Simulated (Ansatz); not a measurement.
# BeS: computed property card

BeS:
Space group Fm-3m (No. 225); a = b = c = 4.6294 Å, α = β = γ = 90.00°

```csv
atom,site,symmetry,x,y,z
S,4a,m-3m,0.0000,0.0000,0.0000
Be,4b,m-3m,0.5000,0.5000,0.5000
```
(The calculation used a cell of 2 atoms; values per cell refer to that cell.)

Space group Fm-3m (No. 225), rock salt; conventional cell a = b = c = 4.6294 Å, α = β = γ = 90.00°.

Method: plane-wave PAW PBE (Ansatz code). Structure relaxed to zero pressure with the same functional. Other levels are named where they apply.

Cell and energy:

Volume per atom: 12.40 Å³
Density: 2.75 g/cm³
Formation energy from the elements (no fitted shifts): -509 meV/atom

Electronic structure:

- Band gap = 0.97 eV (indirect)
- Valence-band maximum = on the K–Γ line, 60 % of the way from K
- Conduction-band minimum = at X (3 equivalent valleys)
- Smallest direct gap on the standard path = 4.16 eV
- Electron effective mass = 0.29, 0.29, 0.97 mₑ (principal values)
- Hole effective mass = 0.19, 0.92, 1.2 mₑ (principal values)

Mechanics:

Bulk modulus (Birch–Murnaghan fit): 108 GPa
Pressure derivative B′: 3.8

The start of the workflow was typed in or built on a structure type; neither database checked (COD, Materials Project) lists it. COD files the formula under space group No. 216. Whether it is the stable phase at ambient conditions was not checked. The PBE relaxation kept the symmetry of its start; whether a distortion lowers the energy is not shown. The references are the lowest solids computed at this level, not always the standard phases.

Potentials: the later of the program's two PAW sets.
